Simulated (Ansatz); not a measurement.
Relaxed Li (bcc, W type):

```yaml
crystal:
  lattice:
    - [-3.43479, 3.43479, 3.43479]
    - [1.71739, -1.71739, 1.71739]
    - [1.71739, 1.71739, -1.71739]
  atoms:
    - { symbol: Li, position: [0.00000, 0.00000, 0.00000] }
    - { symbol: Li, position: [0.50000, 0.00000, 0.00000] }
```

The atoms are displaced by Q × the pattern below (from a DFPT mode at N = (0.5, 0.0, 0.0), largest move 1; Q in Å), at fixed cell. (q is in reciprocal vectors of the primitive cell; the cell shown is doubled to hold the pattern.)

| atom | x | y | z |
|---|---|---|---|
| Li1 | 1.000 | 0.000 | 0.000 |
| Li2 | -1.000 | 0.000 | 0.000 |

The numbers are results of PBE (plane waves to 420 eV, PAW, scalar-relativistic; Ansatz, a program for electronic structure), not measurements. k mesh 19×19×19 (Γ-centred), Fermi-Dirac smearing 0.05 eV. Energies are smeared free energies. With partly filled bands, energies and forces of such displacements shift with the k mesh and the smearing. Li was relaxed with its symmetry unable to fall. The PAW data are Ansatz's earlier set. The zero of ΔE is the undisplaced structure.

```tsv
Q (Å)	ΔE (eV/cell)
-0.280	?
-0.233	0.049
-0.187	0.032
-0.140	0.018
-0.093	0.008
-0.047	0.002
0.000	0.000
0.047	0.002
0.093	0.008
0.140	0.018
0.187	0.032
0.233	0.049
0.280	?
```

**Question.** Complete the blanks.

**Answer.** 
- -0.280, ΔE (eV/cell): 0.070
- 0.280, ΔE (eV/cell): 0.070

(For displaced atoms, the force is minus the slope of the energy, and its curvature is a force constant, which sets phonon frequencies.)
